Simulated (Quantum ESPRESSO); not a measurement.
## TiGa3O5N (finding a planted mistake in a log)

Computed values, not a measurement. The program is pw.x of Quantum ESPRESSO 7.5 (plane-wave density functional theory). The cell is made up: 10 atoms on a corundum lattice, with randomly drawn elements, strain and displacements, not relaxed. PseudoDojo standard norm-conserving files (v0.5 for PBE, v0.4.1 for LDA and PBEsol) set the functional; there is no spin polarisation, spin-orbit coupling or dispersion term, and the masses in the input are unused placeholders.

Intended input:

```
&control calculation='scf', pseudo_dir='./dojo.nc.sr.pbe.v0_5.standard.upf', outdir='./o', disk_io='medium', tprnfor=.true., tstress=.true. /
&system ibrav=0, nat=10, ntyp=4, nbnd=49, ecutwfc=84.00895049, nosym=.true., tot_charge=0,
 occupations='smearing', smearing='fd', degauss=0.0018374661
/
&electrons conv_thr=7.350e-09, electron_maxstep=60, /
ATOMIC_SPECIES
Ga 1.0 Ga.upf
N 1.0 N.upf
O 1.0 O.upf
Ti 1.0 Ti.upf
CELL_PARAMETERS angstrom
2.5637 1.4202 4.4648
-2.6073 1.3995 4.4958
-0.0397 -2.9854 4.5338
ATOMIC_POSITIONS angstrom
Ti 0.0513 -0.0673 4.7561
Ga -0.0218 -0.04 1.9611
Ga -0.0483 -0.068 8.7238
Ga -0.1429 -0.1388 11.4978
O -1.0188 1.3356 7.8909
O -0.8683 -1.6813 7.8595
O 1.8117 0.0935 7.7806
O 0.9625 -1.5261 5.6113
N 0.7089 1.5491 5.581
O -1.8727 -0.1874 5.6405
K_POINTS automatic
5 5 5 1 1 1
```

The log is shortened where brackets say so; the opening notice, blank lines, dates and the lines on written files are dropped, and the path of the files is cut. It prints rydbergs, bohrs and kilobars, and counts compression as positive stress. Where no state is partly filled, the Fermi energy that it prints is only some level between the filled and the empty states on the mesh, and need not lie in the true gap.

Log of the intended run:

```
     Program PWSCF v.7.5
     Parallel version (MPI & OpenMP), running on       1 processor cores
     Number of MPI processes:                 1
     Threads/MPI process:                     1
     [start-up lines left out]
     bravais-lattice index     =            0
     lattice parameter (alat)  =      10.0926  a.u.
     unit-cell volume          =     689.7620 (a.u.)^3
     number of atoms/cell      =           10
     number of atomic types    =            4
     number of electrons       =        86.00
     number of Kohn-Sham states=           49
     kinetic-energy cutoff     =      84.0090  Ry
     charge density cutoff     =     336.0358  Ry
     scf convergence threshold =      7.3E-09
     mixing beta               =       0.7000
     number of iterations used =            8  plain     mixing
     Exchange-correlation= PBE
                           (   1   4   3   4   0   0   0)
     [axes and pseudopotential details left out]
   Cartesian axes
     site n.     atom                  positions (alat units)
         1        Ti     tau(   1) = (   0.0096053  -0.0126011   0.8905248  )
         2        Ga     tau(   2) = (  -0.0040818  -0.0074895   0.3671933  )
         3        Ga     tau(   3) = (  -0.0090436  -0.0127322   1.6334309  )
         4        Ga     tau(   4) = (  -0.0267564  -0.0259887   2.1528303  )
         5        O      tau(   5) = (  -0.1907585   0.2500757   1.4774799  )
         6        O      tau(   6) = (  -0.1625792  -0.3148040   1.4716007  )
         7        O      tau(   7) = (   0.3392199   0.0175068   1.4568275  )
         8        O      tau(   8) = (   0.1802170  -0.2857446   1.0506512  )
         9        N      tau(   9) = (   0.1327333   0.2900511   1.0449778  )
        10        O      tau(  10) = (  -0.3506415  -0.0350885   1.0561185  )
     number of k points=    63  Fermi-Dirac smearing, width (Ry)=  0.0018
                       cart. coord. in units 2pi/alat
        k(    1) = (   0.0007062   0.0014426   0.1187554), wk =   0.0320000
        k(    2) = (   0.0021321  -0.2406610   0.1949469), wk =   0.0320000
     [further k points left out]
     Dense  grid:    71767 G-vectors     FFT dimensions: (  60,  60,  60)
     Estimated max dynamical RAM per process >     111.05 MB
     Initial potential from superposition of free atoms
     starting charge      85.9904, renormalised to      86.0000
     Starting wfcs are   61 randomized atomic wfcs
     total cpu time spent up to now is       15.8 secs
     per-process dynamical memory:    90.9 Mb
     Self-consistent Calculation
     iteration #  1     ecut=    84.01 Ry     beta= 0.70
     Davidson diagonalization with overlap
     ethr =  1.00E-02,  avg # of iterations =  2.0
     total cpu time spent up to now is       43.9 secs
     total energy              =    -762.59475735 Ry
     estimated scf accuracy    <       3.05285525 Ry
     iteration #  2     ecut=    84.01 Ry     beta= 0.70
     Davidson diagonalization with overlap
     ethr =  3.55E-03,  avg # of iterations =  4.6
     total cpu time spent up to now is       90.2 secs
     total energy              =    -759.09846240 Ry
     estimated scf accuracy    <      34.19353264 Ry
     [iterations 3 to 12 left out]
     iteration # 13     ecut=    84.01 Ry     beta= 0.70
     Davidson diagonalization with overlap
     ethr =  1.05E-09,  avg # of iterations =  2.0
     total cpu time spent up to now is      456.2 secs
     total energy              =    -764.14419558 Ry
     estimated scf accuracy    <       0.00000002 Ry
     iteration # 14     ecut=    84.01 Ry     beta= 0.70
     Davidson diagonalization with overlap
     ethr =  2.53E-11,  avg # of iterations =  4.9
     total cpu time spent up to now is      498.2 secs
     End of self-consistent calculation
     [lines on levels left out]
     the Fermi energy is    11.7003 ev
!    total energy              =    -764.14419559 Ry
     estimated scf accuracy    <          4.8E-09 Ry
     smearing contrib. (-TS)   =      -0.00000000 Ry
     internal energy E=F+TS    =    -764.14419559 Ry
     The total energy is F=E-TS. E is the sum of the following terms:
     one-electron contribution =    -221.32239860 Ry
     hartree contribution      =     182.94913162 Ry
     xc contribution           =    -191.57902903 Ry
     ewald contribution        =    -534.19189958 Ry
     convergence has been achieved in  14 iterations
     Forces acting on atoms (cartesian axes, Ry/au):
     atom    1 type  4   force =    -0.02082561    0.06684842    0.05911356
     atom    2 type  1   force =    -0.04609270    0.02339843   -0.04160856
     atom    3 type  1   force =     0.04002352   -0.05249668   -0.00959021
     atom    4 type  1   force =     0.05347091   -0.02511388    0.00337670
     atom    5 type  3   force =    -0.02848508    0.02530560   -0.01120874
     atom    6 type  3   force =     0.01604627    0.00089270    0.01473921
     atom    7 type  3   force =    -0.02730255   -0.02191053    0.02960936
     atom    8 type  3   force =    -0.03243737    0.01494866    0.00969558
     atom    9 type  2   force =    -0.00794902   -0.03743641   -0.02337799
     atom   10 type  3   force =     0.05355162    0.00556370   -0.03074891
     Total force =     0.179252     Total SCF correction =     0.000151
     Computing stress (Cartesian axis) and pressure
          total   stress  (Ry/bohr**3)                   (kbar)     P=       12.25
  -0.00017573  -0.00003906   0.00009277          -25.85       -5.75       13.65
  -0.00003906  -0.00011859   0.00006523           -5.75      -17.45        9.60
   0.00009277   0.00006523   0.00054407           13.65        9.60       80.03
     init_run     :     15.26s CPU     15.60s WALL (       1 calls)
     electrons    :    458.39s CPU    482.44s WALL (       1 calls)
     forces       :      5.42s CPU      5.48s WALL (       1 calls)
     stress       :     20.53s CPU     20.64s WALL (       1 calls)
     [timing details left out]
     PWSCF        :   8m19.92s CPU   8m45.16s WALL
     JOB DONE.
```

A second run was made from an input with one planted mistake. Its log:

```
     Program PWSCF v.7.5
     Parallel version (MPI & OpenMP), running on       1 processor cores
     Number of MPI processes:                 1
     Threads/MPI process:                     1
     [start-up lines left out]
     bravais-lattice index     =            0
     lattice parameter (alat)  =      10.0926  a.u.
     unit-cell volume          =     689.7620 (a.u.)^3
     number of atoms/cell      =           10
     number of atomic types    =            4
     number of electrons       =        86.00
     number of Kohn-Sham states=           49
     kinetic-energy cutoff     =      84.0090  Ry
     charge density cutoff     =     336.0358  Ry
     scf convergence threshold =      3.7E-02
     mixing beta               =       0.7000
     number of iterations used =            8  plain     mixing
     Exchange-correlation= PBE
                           (   1   4   3   4   0   0   0)
     [axes and pseudopotential details left out]
   Cartesian axes
     site n.     atom                  positions (alat units)
         1        Ti     tau(   1) = (   0.0096053  -0.0126011   0.8905248  )
         2        Ga     tau(   2) = (  -0.0040818  -0.0074895   0.3671933  )
         3        Ga     tau(   3) = (  -0.0090436  -0.0127322   1.6334309  )
         4        Ga     tau(   4) = (  -0.0267564  -0.0259887   2.1528303  )
         5        O      tau(   5) = (  -0.1907585   0.2500757   1.4774799  )
         6        O      tau(   6) = (  -0.1625792  -0.3148040   1.4716007  )
         7        O      tau(   7) = (   0.3392199   0.0175068   1.4568275  )
         8        O      tau(   8) = (   0.1802170  -0.2857446   1.0506512  )
         9        N      tau(   9) = (   0.1327333   0.2900511   1.0449778  )
        10        O      tau(  10) = (  -0.3506415  -0.0350885   1.0561185  )
     number of k points=    63  Fermi-Dirac smearing, width (Ry)=  0.0018
                       cart. coord. in units 2pi/alat
        k(    1) = (   0.0007062   0.0014426   0.1187554), wk =   0.0320000
        k(    2) = (   0.0021321  -0.2406610   0.1949469), wk =   0.0320000
     [further k points left out]
     Dense  grid:    71767 G-vectors     FFT dimensions: (  60,  60,  60)
     Estimated max dynamical RAM per process >     111.05 MB
     Initial potential from superposition of free atoms
     starting charge      85.9904, renormalised to      86.0000
     Starting wfcs are   61 randomized atomic wfcs
     total cpu time spent up to now is       19.1 secs
     per-process dynamical memory:    90.9 Mb
     Self-consistent Calculation
     iteration #  1     ecut=    84.01 Ry     beta= 0.70
     Davidson diagonalization with overlap
     ethr =  1.00E-02,  avg # of iterations =  2.0
     total cpu time spent up to now is       57.0 secs
     total energy              =    -762.59475735 Ry
     estimated scf accuracy    <       3.05285525 Ry
     iteration #  2     ecut=    84.01 Ry     beta= 0.70
     Davidson diagonalization with overlap
     ethr =  3.55E-03,  avg # of iterations =  4.6
     total cpu time spent up to now is      121.5 secs
     total energy              =    -759.09846240 Ry
     estimated scf accuracy    <      34.19353264 Ry
     [iterations 3 to 4 left out]
     iteration #  5     ecut=    84.01 Ry     beta= 0.70
     Davidson diagonalization with overlap
     ethr =  6.30E-04,  avg # of iterations =  4.1
     total cpu time spent up to now is      271.3 secs
     total energy              =    -764.11135658 Ry
     estimated scf accuracy    <       0.20610574 Ry
     iteration #  6     ecut=    84.01 Ry     beta= 0.70
     Davidson diagonalization with overlap
     ethr =  2.40E-04,  avg # of iterations =  7.8
     total cpu time spent up to now is      318.0 secs
     End of self-consistent calculation
     [lines on levels left out]
     the Fermi energy is    11.7547 ev
!    total energy              =    -764.14033236 Ry
     estimated scf accuracy    <       0.00659504 Ry
     smearing contrib. (-TS)   =       0.00000000 Ry
     internal energy E=F+TS    =    -764.14033236 Ry
     The total energy is F=E-TS. E is the sum of the following terms:
     one-electron contribution =    -221.11984289 Ry
     hartree contribution      =     182.71960571 Ry
     xc contribution           =    -191.54819560 Ry
     ewald contribution        =    -534.19189958 Ry
     convergence has been achieved in   6 iterations
     Forces acting on atoms (cartesian axes, Ry/au):
     atom    1 type  4   force =    -0.02522096    0.06765141    0.05921699
     atom    2 type  1   force =    -0.05185821    0.02897267   -0.05250146
     atom    3 type  1   force =     0.04682633   -0.06087330   -0.00069065
     atom    4 type  1   force =     0.05829074   -0.02690748   -0.00398025
     atom    5 type  3   force =    -0.02559222    0.02679407   -0.01298225
     atom    6 type  3   force =     0.01245562    0.00406697    0.01182028
     atom    7 type  3   force =    -0.02934985   -0.02461343    0.02673626
     atom    8 type  3   force =    -0.02956108    0.00910464    0.01568628
     atom    9 type  2   force =    -0.00605076   -0.02924092   -0.01713139
     atom   10 type  3   force =     0.05006038    0.00504539   -0.02617381
     Total force =     0.186227     Total SCF correction =     0.142391
     SCF correction compared to forces is large: reduce conv_thr to get better values
     Computing stress (Cartesian axis) and pressure
          total   stress  (Ry/bohr**3)                   (kbar)     P=      -22.72
  -0.00037441  -0.00006244   0.00006218          -55.08       -9.18        9.15
  -0.00006244  -0.00038704   0.00003311           -9.18      -56.94        4.87
   0.00006218   0.00003311   0.00029805            9.15        4.87       43.84
     init_run     :     18.57s CPU     18.90s WALL (       1 calls)
     electrons    :    287.43s CPU    298.93s WALL (       1 calls)
     forces       :      5.42s CPU      5.50s WALL (       1 calls)
     stress       :     22.43s CPU     22.53s WALL (       1 calls)
     [timing details left out]
     PWSCF        :   5m34.49s CPU   5m47.70s WALL
     JOB DONE.
```

Question: what was wrong in the second input?

Answer: the self-consistency threshold is too loose. The input lines that differ, file-writing options aside:

```
- &electrons conv_thr=7.350e-09, electron_maxstep=60, /
+ &electrons conv_thr=3.675e-02, electron_maxstep=60, /
```

```
                                            intended run  run with the mistake
                          free energy (eV)    -10396.711            -10396.659
                    smearing term -TS (eV)        0.0000                0.0000
                            pressure (GPa)          1.22                 -2.27
            largest force component (eV/Å)         1.719                 1.739
largest change of a force component (eV/Å)                               0.280
                                iterations            14                     6
```

For scale, a rerun of the intended cell at a cutoff of 1437 eV and k mesh 7 x 7 x 7 moved values by no more than 0.004 eV in energy, 0.03 GPa in stress and 0.002 eV/Å in force.